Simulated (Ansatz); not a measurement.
Problem. La (dhcp (α-La type), P6_3/mmc) is relaxed with DFT-r²SCAN in the program Ansatz with PAW potentials. What lattice parameters of the conventional cell result?

Solution. a = 3.775 Å, c = 12.063 Å.

The cell was relaxed with r²SCAN under the symmetry of its start. Axis ratios of metals converge slowly with the k-mesh, so a and c are less sure than the volume. Spin–orbit coupling is left out wherever it is not named.

Potentials: the earlier of the program's two PAW sets.
